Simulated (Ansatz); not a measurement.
A geometry of Fe away from equilibrium: the start of the relaxation of a generated cell, Fe built in the AFLOW prototype A_cI16_220_c (as in Li). Computed with r2SCAN (plane waves to 500 eV, PAW, scalar-relativistic; Ansatz, a program for electronic structure). Γ-centred k-mesh 8×8×8 on the run's cell (coarser than for final values), Fermi–Dirac smearing 0.05 eV.

```xyz
8
Lattice="-2.8700 2.8700 2.8700 2.8700 -2.8700 2.8700 2.8700 2.8700 -2.8700" Properties=species:S:1:pos:R:3 pbc="T T T"
Fe     1.1537     1.1537     1.1537
Fe    -1.1537     1.7163     1.1537
Fe     1.7163     1.1537    -1.1537
Fe     1.1537    -1.1537     1.7163
Fe     2.5887     2.5887     2.5887
Fe     0.2813     3.1513    -0.2813
Fe     3.1513    -0.2813     0.2813
Fe    -0.2813     0.2813     3.1513
```
Spin-polarised start, with parallel moments on Fe.

Q: Predict the force on each atom, in eV/Å.

A: 
```
atom     Fx     Fy     Fz
----  -----  -----  -----
Fe1    0.68   0.68   0.68
Fe2   -0.68  -0.68   0.68
Fe3   -0.68   0.68  -0.68
Fe4    0.68  -0.68  -0.68
Fe5    0.68   0.68   0.68
Fe6   -0.68  -0.68   0.68
Fe7   -0.68   0.68  -0.68
Fe8    0.68  -0.68  -0.68
```

Q: What is the pressure?

A: +11.5 GPa, compression positive.

Q: How far above the relaxed end point is this geometry?

A: 0.35 eV/atom; the path ends in Im-3m (No. 229) (bcc (W type)).

Spin state reached: ferromagnetic (net 2.64 μB/atom), from parallel starting moments; other spin orders were not run from this start. r2SCAN tends to overstate moments in metals.

The run could not lose the symmetry of its start; a randomly shaken copy of 2 atoms returns to this structure.
